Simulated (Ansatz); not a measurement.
ScSi2, DFT, PBEsol, all-electron PAW with datasets made for the crystal, scalar-relativistic (Ansatz 0.2.0), run on 1 thread of Arm Neoverse V1 on a shared host.

The cell comes from COD entry 1538810, which wasn't checked; take it as a given geometry. The listed cell was then made from it by scaling, straining or moving an atom.

Command: `ansatz run input.yaml --threads 1 --pin off --max-ram 4096MiB --backend cpu --events-out ev --progress --plain --runs-dir out`

```yaml
crystal:
  lattice:
    - [3.6233987235, 0.0, 0.0]
    - [-1.8116993618, 3.1379553426, 0.0]
    - [0.0, 0.0, 3.87]
  atoms:
    - { symbol: Sc, position: [0.0, 0.0, 0.0] }
    - { symbol: Si, position: [0.3333333333, 0.6666666667, 0.5] }
    - { symbol: Si, position: [0.6666666667, 0.3333333333, 0.5] }
kpoints:
  mp_grid: { grid: [13, 13, 11] }
scf:
  occupations: { method: fermi_dirac, width: 0.05 }
hamiltonian:
  xc: pbesol
  pseudopotentials: { kind: all_electron, datasets: crystal }
output:
  forces: true
  stress: true
  eigenvalues: true
  efg: { contact_densities: true }
```

**Question.** How large is the problem that the program sets up?

**Answer.** 126 irreducible k-points, 387 plane waves at Γ, 14 bands.

**Question.** Estimate the wall time and the peak memory.

**Answer.** 13 s of wall time for 9 SCF iterations, with a peak of 0.47 GiB. Times on shared machines scatter by tens of per cent.

**Question.** And the same cell and mesh by frozen-core PAW, asked for forces, stress, eigenvalues, efg, write_density, write_potential, elf, on the same hardware?

**Answer.** 7.5 s, peak memory 0.39 GiB.
